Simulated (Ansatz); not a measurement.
C:
```cif
data_C6
_chemical_formula_sum 'C6'
_space_group_name_H-M_alt 'P42/mmc'
_space_group_IT_number 131
_space_group_name_Hall '-P 4c 2'
_cell_length_a 2.60036
_cell_length_b 2.60036
_cell_length_c 5.98743
_cell_angle_alpha 90.000
_cell_angle_beta 90.000
_cell_angle_gamma 90.000
loop_
_atom_site_label
_atom_site_type_symbol
_atom_site_symmetry_multiplicity
_atom_site_Wyckoff_symbol
_atom_site_fract_x
_atom_site_fract_y
_atom_site_fract_z
_atom_site_occupancy
C1 C 2 e 0.00000 0.00000 0.25000 1
C2 C 4 i 0.50000 0.00000 0.11178 1
```

Relaxed at zero pressure with PBE (plane waves, PAW; program Ansatz).

The volume is raised by 9 % and shape and atoms relax at that volume. What pressure results, and how do the axes share the change?

-23.2 GPa; a 3.4 %, b 3.4 %, c 1.9 %; the energy rises by 47 meV/atom.

Give the new structure.


Space group P4₂/mmc (No. 131); a = b = 2.689 Å, c = 6.101 Å, α = β = γ = 90.00°

| atom | site | symmetry | x | y | z |
|---|---|---|---|---|---|
| C | 2e | -4m2 | 0.0000 | 0.0000 | 0.2500 |
| C | 4i | 2mm. | 0.5000 | 0.0000 | 0.1109 |

The phase is kept; no other phase was compared at this pressure.

Space group P4_2/mmc. The start of the workflow was typed in or built on a structure type; neither database checked (COD, Materials Project) lists it. It is not the phase usual at ambient conditions (space group No. 194, 227). The PBE relaxation kept the symmetry of its start; whether a distortion lowers the energy is not shown.

Potentials: the later of the program's two PAW sets.
